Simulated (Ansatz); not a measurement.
Ti:
```cif
data_Ti3
_chemical_formula_sum 'Ti3'
_space_group_name_H-M_alt 'P6/mmm'
_space_group_IT_number 191
_space_group_name_Hall '-P 6 2'
_cell_length_a 4.45100
_cell_length_b 4.45100
_cell_length_c 2.77045
_cell_angle_alpha 90.000
_cell_angle_beta 90.000
_cell_angle_gamma 120.000
loop_
_atom_site_label
_atom_site_type_symbol
_atom_site_symmetry_multiplicity
_atom_site_Wyckoff_symbol
_atom_site_fract_x
_atom_site_fract_y
_atom_site_fract_z
_atom_site_occupancy
Ti1 Ti 1 a 0.00000 0.00000 0.00000 1
Ti2 Ti 2 d 0.33333 0.66667 0.50000 1
```

Relaxed at zero pressure with LDA (plane waves, PAW; program Ansatz).

The volume is raised by 6 % and shape and atoms relax at that volume. What pressure results, and how do the axes share the change?

-6.7 GPa; a 2.0 %, b 2.0 %, c 1.8 %; the energy rises by 21 meV/atom.

Give the new structure.


Space group P6/mmm (No. 191); a = 4.542 Å, b = 4.542 Å, c = 2.820 Å, α = 90.00°, β = 90.00°, γ = 120.00°

```json
[
 {"atom": "Ti", "site": "1a", "symmetry": "6/mmm", "x": "0.0000", "y": "0.0000", "z": "0.0000"},
 {"atom": "Ti", "site": "2d", "symmetry": "-6m2", "x": "0.3333", "y": "0.6667", "z": "0.5000"}
]
```

The phase is kept; no other phase was compared at this pressure.

This is a known high-pressure phase of the composition, computed here at zero pressure and temperature. The cell was relaxed with LDA under the symmetry of its start; its stability against distortions is not shown here. No spin polarisation was allowed. Axis ratios of metals converge slowly with the k-mesh, so a and c are less sure than the volume.

Potentials: the earlier of the program's two PAW sets. The files were generated under PBE; for other functionals the program regenerates the frozen cores, and for LDA and PBEsol the local potential too.
